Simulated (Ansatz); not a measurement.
Input file for Ansatz (an electronic-structure program):

Ansatz 0.2 input:
```yaml
crystal:
  lattice:
    - [4.3091726909, 0.0, 0.0]
    - [-2.1545863454, 3.7318530196, 0.0]
    - [0.0, 0.0, 3.656373389]
  atoms:
    - { symbol: Li, position: [0.0, 0.0, 0.0] }
    - { symbol: C, position: [0.0, 0.3336082977, 0.5] }
    - { symbol: C, position: [0.0, 0.6663917023, 0.5] }
    - { symbol: C, position: [0.6663917023, 0.0, 0.5] }
    - { symbol: C, position: [0.3336082977, 0.0, 0.5] }
    - { symbol: C, position: [0.6663917023, 0.6663917023, 0.5] }
    - { symbol: C, position: [0.3336082977, 0.3336082977, 0.5] }
kpoints:
  mp_grid: { grid: [11, 11, 11] }
hamiltonian:
  xc: pbesol
  pseudopotentials: { azcp: { folder: ./paw }, kind: paw }
scf:
  occupations: { method: fermi_dirac, width: 0.1 }
phonons:
  method: dfpt
  response_accuracy: low
  eigenvectors: true
  rigid_motions: translations
```

Output (shortened):

```
Pseudopotential: Li, paw, valence charge 3
Pseudopotential: C, paw, valence charge 4
Functional definition: PBEsol
Crystal: 7 atoms, lattice volume = 58.799 Å³
Basis set: ecut = 420 eV, 1147 PW (Γ), exchange–correlation on 60×60×50 points (8 copies of the dense FFT grid, shifted against one another)
Bands: 21, of which v1, the nominal top of the filled ones, is band 14 counted from 1 (13 counted from 0)
Symmetry: 24 space group operations
k-points: 366 of 1331 (irreducible under 2 space group operations, time reversal used)
SCF iter   1: F=—  HF=-1685.972859 eV  |F-HF|=—  |Δ(HF+E_count)|=         —  Δρ=1.09e-1  dr2=6.42e0  ethr=3.10e-3  ⟨swp⟩=5.7  Hψ=39431  notcnv=0  defer=42
preconditioner: auto → none
SCF iter   2: F=—  HF=-1684.544507 eV  |F-HF|=—  |Δ(HF+E_count)|=    1.43e0  Δρ=6.46e-2  dr2=2.73e0  ethr=3.10e-3  ⟨swp⟩=2.8  Hψ=16985  notcnv=0  defer=587
SCF iter   3: F=—  HF=-1683.419995 eV  |F-HF|=—  |Δ(HF+E_count)|=    1.12e0  Δρ=6.62e-3  dr2=1.39e-2  ethr=3.10e-3  ⟨swp⟩=3.4  Hψ=19155  notcnv=0  defer=626
SCF iter   4: F=—  HF=-1683.427268 eV  |F-HF|=—  |Δ(HF+E_count)|=   7.27e-3  Δρ=1.07e-3  dr2=1.01e-3  ethr=5.14e-5  ⟨swp⟩=2.4  Hψ=15015  notcnv=0  defer=524
SCF iter   5: F=—  HF=-1683.427287 eV  |F-HF|=—  |Δ(HF+E_count)|=   1.89e-5  Δρ=3.43e-4  dr2=1.13e-4  ethr=3.72e-6  ⟨swp⟩=2.0  Hψ=10963  notcnv=0  defer=524
SCF iter   6: F=—  HF=-1683.427264 eV  |F-HF|=—  |Δ(HF+E_count)|=   2.23e-5  Δρ=3.95e-5  dr2=9.19e-7  ethr=4.19e-7  ⟨swp⟩=2.0  Hψ=10848  notcnv=0  defer=524
SCF iter   7: F=—  HF=-1683.427265 eV  |F-HF|=—  |Δ(HF+E_count)|=   7.52e-7  Δρ=7.93e-6  dr2=3.62e-8  ethr=3.40e-9  ⟨swp⟩=2.0  Hψ=12079  notcnv=0  defer=527
SCF iter   8: F=—  HF=-1683.427265 eV  |F-HF|=—  |Δ(HF+E_count)|=   1.15e-8  Δρ=4.54e-7  dr2=1.37e-10  ethr=1.34e-10  ⟨swp⟩=2.0  Hψ=11032  notcnv=0  defer=527
SCF iter   9: F=-1683.427265 eV  HF=-1683.427265 eV  |F-HF|=1.59e-12  |Δ(HF+E_count)|=  7.82e-11  Δρ=1.07e-7  dr2=7.22e-12  ethr=1.00e-12  ⟨swp⟩=13.6  Hψ=47967  notcnv=0
SCF 1 converged in 9 iterations: F = -1683.427265 eV  dr2 = 7.22e-12
DFPT response loops at Γ: preconditioner auto → Kerker (q_TF=auto, 2.396 Å⁻¹) (partly filled bands, converged f_vac=0.025) …
phonon interpolation: 12 periodic images of 12 blocks of the force constants (a block to an ordered pair of atoms and a translation) lie up to 3.08e-3 Å …
SCF converged after 9 iterations
Free energy (F): -1683.427265 eV
Harris-Foulkes:  -1683.427265 eV  (|F-HF|=1.59e-12)
Internal energy: -1683.392140 eV  (E = F + TS)
E sigma→0 (E₀):  -1683.409702 eV
Entropy (-TS):   -0.035125 eV (-5.018 meV/atom)
Fermi energy:    8.589738 eV
--- Per-component energies (eV) ---
  E_band       = -114.726464
  E_kinetic    = 551.853696
  E_local      = -994.795747  (includes V_loc(G=0)·N_el)
  E_nonlocal   = 120.281623
  E_hartree    = 316.116474
  E_xc         = -290.475938
  E_vxc        = -359.961520  (∫ρ·V_xc dr)
  E_paw        = -599.902489  (= ΣΔE_a)
  E_vpaw       = -64.337747  (= ΣTr[D̂ρ^β])
  E_aug_tail   = 0.000360  (compensation charges beyond the density's cutoff)
  E_ewald      = -786.596721
  E_core_change = 0.126603  (= ΣΔE_core)
  E_smearing   = -0.035125  (= −TS)
  E_closure    = 0.000000  (closes the sum)
  Σ components = -1683.427265   (vs F -1683.427265, Δ=0.00e0)
  [band-id]    e_kinetic+e_local+e_nonlocal+2·e_hartree+e_vxc+e_vpaw+e_augmentation_tail = -114.726388   (vs E_band -114.726464, Δ=7.62e-5)
--- Band table (eV; the first three rows and the last of 366) ---
  k-point 0: bands = ["-38.3366", "-12.1846", "-5.4674", "-5.4674", "-5.1598", "-5.1598", "-3.3786", "-3.1005", "-0.0790", "4.3032", "4.3032", "7.2331", "7.2331", "7.5801", "7.5801", "10.0277", "15.0061", "15.0061", "15.8625", "15.8625", "16.5479"]
  k-point 1: bands = ["-38.3364", "-12.1761", "-5.4560", "-5.4560", "-5.1513", "-5.1513", "-3.3831", "-3.0946", "-0.1843", "4.3048", "4.3048", "7.0976", "7.0976", "7.4915", "7.4915", "10.3105", "15.0928", "15.0928", "16.0688", "16.0688", "16.5780"]
  k-point 2: bands = ["-38.3360", "-12.1529", "-5.4251", "-5.4251", "-5.1282", "-5.1282", "-3.3946", "-3.0783", "-0.4519", "4.3094", "4.3094", "6.7619", "6.7619", "7.2647", "7.2647", "11.1030", "15.2140", "15.2140", "16.6628", "16.7441", "16.7441"]
  k-point 365: bands = ["-38.3344", "-10.7446", "-9.3402", "-7.3703", "-5.1557", "-1.7673", "0.2361", "0.3175", "0.4630", "0.7385", "1.8615", "2.0151", "3.6225", "8.3179", "11.2702", "14.0563", "14.5763", "15.7313", "15.9640", "16.7300", "17.3238"]
--- Phonons (Γ-DFPT): 4 representative perturbations + reference, on 366 of 1331 k-points (Σ response iterations 10) ---
  ASR residual: 5.099e-5 → 0.000e0 eV/Å²; symmetrization residual: 4.580e-6 eV/Å²
  ASR residual per site (eV/Å²): 1.14e-5 5.10e-5 5.10e-5 5.10e-5 5.10e-5 5.10e-5 5.10e-5
  Γ frequencies (cm⁻¹): 0.00 0.00 0.00 219.31 219.31 458.06 461.22 461.22 506.08 506.08 773.96 963.21 987.46 1156.99 1156.99 1161.98 1161.98 1387.46 1394.51 1394.51 1422.96
  non-analytic LO–TO correction: not included (Born effective charges unavailable; polar crystals: no LO–TO splitting at Γ)
```

Cost: roughly 3 core-minutes on shared cores.

Space group P6/mmm. The workflow started from a Materials Project entry (that database holds measured and hypothetical structures alike); the Crystallography Open Database copy checked does not list it. Its standing as an ambient phase is unchecked. The PBEsol relaxation kept the symmetry of its start; its stability against distortions is not shown here. As this level gives no gap, phonon frequencies hold no LO–TO term and depend on the k-mesh and smearing (Fermi–Dirac, 0.1 eV here).

Potentials: the earlier of the program's two PAW sets. The files were generated under PBE; for other functionals the program regenerates the frozen cores, and for LDA and PBEsol the local potential too.

Ansatz is a plane-wave DFT program.
